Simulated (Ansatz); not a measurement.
NbAs: energy against total moment

Computed with Ansatz 0.2.0, DFT r2SCAN, scalar-relativistic, plane waves, PAW.

```
Nb As
1.0
     0.00000    2.92602    2.92602
     2.92602    0.00000    2.92602
     2.92602    2.92602    0.00000
Nb As
1 1
Direct
  0.00000 0.00000 0.00000
  0.25000 0.25000 0.25000
```

```json
{
  "plane-wave cutoff": "500 eV",
  "Γ-centred k-mesh": "12×12×12",
  "occupation rule": "Gaussian smearing, 0.1 eV"
}
```

The total moment of the cell is held at each value, at fixed atoms.

Site moments are spin moments in atom-centred spheres that scale with the neighbour distance.

| held moment (μB/cell) | E above lowest (meV/atom) | P (GPa) | site moments (μB) |
| --- | --- | --- | --- |
| 0.00 | 42.0 | -3.1 | none over 0.05 |
| 0.25 | 39.2 | -3.0 | Nb +0.19 |
| 0.50 | 32.0 | -2.7 | Nb +0.37 |
| 0.75 | ? | ? | ? |
| 1.00 | 10.1 | -1.4 | Nb +0.72 |
| 1.25 | ? | ? | ? |
| 1.50 | 0.0 | 0.3 | Nb +1.03, As -0.07 |
| 1.75 | 3.2 | 1.5 | Nb +1.18, As -0.08 |
| 2.00 | ? | ? | ? |

Q: Fill in the withheld rows.

A: The withheld rows:

| held moment (μB/cell) | E above lowest (meV/atom) | P (GPa) | site moments (μB) |
| --- | --- | --- | --- |
| 0.75 | 20.7 | -2.1 | Nb +0.55 |
| 1.25 | 1.3 | -0.6 | Nb +0.88, As -0.06 |
| 2.00 | 11.7 | 2.8 | Nb +1.32, As -0.09 |